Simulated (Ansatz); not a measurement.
**Question.** Each is relaxed and computed with PBE in the plane-wave PAW code Ansatz. Which alone has a direct gap?
(A) BAs, P6_422 (B on 3c, As on 3d)
(B) BeS, zinc blende
(C) GaAs, zinc blende
(D) AlAs, zinc blende

**Answer.** C, GaAs, zinc blende. GaAs: gap 0.16 eV (direct); BAs: gap 0.48 eV (indirect); AlAs: gap 1.50 eV (indirect); BeS: gap 3.15 eV (indirect). Typed or built starts, not in the databases checked: BAs, P6_422 (B on 3c, As on 3d). Not the usual ambient phase: BAs, P6_422 (B on 3c, As on 3d). All cells were relaxed under the symmetry of their starts (and spin orders); stability against distortions was not tested throughout. Spin–orbit coupling is left out wherever it is not named.

Potentials: the later of the program's two PAW sets.
